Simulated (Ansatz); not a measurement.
Input and command of a plane-wave DFT calculation in Ansatz:

```yaml
crystal:
  lattice:
    - [4.8586091315, 0.0, 0.0]
    - [0.0, 4.8586091315, 0.0]
    - [0.0, 0.0, 4.8586091315]
  atoms:
    - { symbol: W, position: [0.0, 0.0, 0.0] }
    - { symbol: Se, position: [0.0, 0.0, 0.5] }
    - { symbol: Se, position: [0.0, 0.5, 0.0] }
    - { symbol: Se, position: [0.5, 0.0, 0.0] }
basis:
  ecutwfc: 420
kpoints:
  mp_grid: { grid: [10, 10, 10] }
hamiltonian:
  xc: pbesol
scf:
  occupations: { method: fermi_dirac, width: 0.15 }
output:
  forces: true
  stress: true
  eigenvalues: true
```

```bash
ansatz run input.yaml --threads 2 --pin off --max-ram 6144MiB --backend cpu --events-out ev --progress --plain --runs-dir out
```

Processor: Arm Neoverse V1, 2 threads, on a host shared with other jobs.

**Question.** How long does it run, and how much memory does it take?

**Answer.** About 6.5 s on 2 threads of Arm Neoverse V1 (shared host), peak memory 0.49 GiB. It solves 39 bands at 56 k points (the mesh reduced by the symmetry that the task leaves, which can be less than the crystal's) with about 2205 plane waves, in 6 SCF iterations.
